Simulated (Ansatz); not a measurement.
**Electric field gradients in HfRh3**

All numbers below come from DFT LDA, scalar-relativistic, plane waves, PAW in Ansatz 0.2.0. Settings: 420 eV plane-wave cutoff, Γ-centred 12×12×12 mesh, Fermi-Dirac smearing of 0.15 eV. No spin polarisation.

Equilibrium structure at this level:
```yaml
crystal:
  lattice:
    - [3.86670, 0.00000, 0.00000]
    - [0.00000, 3.86670, 0.00000]
    - [0.00000, 0.00000, 3.86670]
  atoms:
    - { symbol: Hf, position: [0.00000, 0.00000, 0.00000] }
    - { symbol: Rh, position: [0.00000, 0.50000, 0.50000] }
    - { symbol: Rh, position: [0.50000, 0.00000, 0.50000] }
    - { symbol: Rh, position: [0.50000, 0.50000, 0.00000] }
```

In a metal these results depend on the k mesh and the smearing. Spin–orbit coupling is left out, which matters for gradients at heavy nuclei.

Task: Give V_zz (10²¹ V/m²) and the asymmetry η at each distinct site.

Result:
```tsv
atom	V_zz	η
Hf (atom 1)	0.000	zero by symmetry
Rh (atom 2)	-3.64	0.00
```

Cost: 1 run of about 0.23 core-minutes, on Intel Xeon Platinum 8259CL (Skylake/Cascade Lake) (shared hosts).